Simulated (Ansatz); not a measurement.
A relaxed cell of La₂O₃ (P-3m1 (No. 164)), relaxed on a k-mesh at least as fine as the one used below. Method: r2SCAN (plane waves to 500 eV, PAW, scalar-relativistic; Ansatz, a program for electronic structure). Γ-centred k-mesh 7×7×2 on the run's cell (coarser than for final values), Fermi–Dirac smearing 0.05 eV.

```
CELL_PARAMETERS angstrom
      3.93519     0.00000     0.00000
     -1.96760     3.40798     0.00000
      0.00000     0.00000    12.25092
ATOMIC_POSITIONS crystal
  O  0.00000 0.00000 0.00000
  O  0.00000 0.00000 0.50000
  O  0.33333 0.66667 0.32305
  O  0.33333 0.66667 0.82305
  O  0.66667 0.33333 0.17695
  O  0.66667 0.33333 0.67695
  La 0.33333 0.66667 0.12304
  La 0.33333 0.66667 0.62304
  La 0.66667 0.33333 0.37696
  La 0.66667 0.33333 0.87696
```

The atoms are displaced by (Å):

| atom | ux | uy | uz |
|---|---|---|---|
| O1 | -0.031 | -0.015 | -0.036 |
| O2 | 0.064 | 0.023 | -0.045 |
| O3 | 0.050 | -0.046 | -0.084 |
| O4 | -0.076 | 0.000 | -0.019 |
| O5 | -0.028 | -0.133 | -0.013 |
| O6 | 0.072 | -0.049 | -0.006 |
| La7 | 0.029 | 0.029 | -0.143 |
| La8 | -0.009 | -0.053 | 0.059 |
| La9 | -0.116 | -0.040 | 0.020 |
| La10 | -0.012 | -0.095 | 0.046 |

What forces (eV/Å) and pressure result?


```tsv
atom	Fx	Fy	Fz
O1	-0.02	-0.12	-0.42
O2	-0.05	-0.20	0.52
O3	-0.67	0.15	0.13
O4	0.45	-0.48	0.72
O5	0.12	0.90	-1.07
O6	-0.65	0.01	0.52
La7	-0.16	-0.73	2.43
La8	0.30	0.08	-1.06
La9	0.78	-0.14	-0.88
La10	-0.09	0.53	-0.88
```

Pressure 0.0 GPa.

Estimate the energy cost of the displacement in the harmonic approximation and compare with the calculation.

For a harmonic well ΔE = −½ Σ F·u = 0.453 eV a cell, or 45 meV/atom. The calculated energy relative to the undisplaced cell is +0.047 eV/atom, so the harmonic estimate holds well.

No spin polarisation in the result.

The run that gave the undisplaced cell could not lose the symmetry of its start; a randomly shaken copy of 10 atoms returns to this structure.

The first start was generated by placing the elements on the sites of a structure type. Materials Project lists a structure of La2O3 in the same space group, P-3m1 (No. 164); the sites were not compared with it, nor with measured phases.
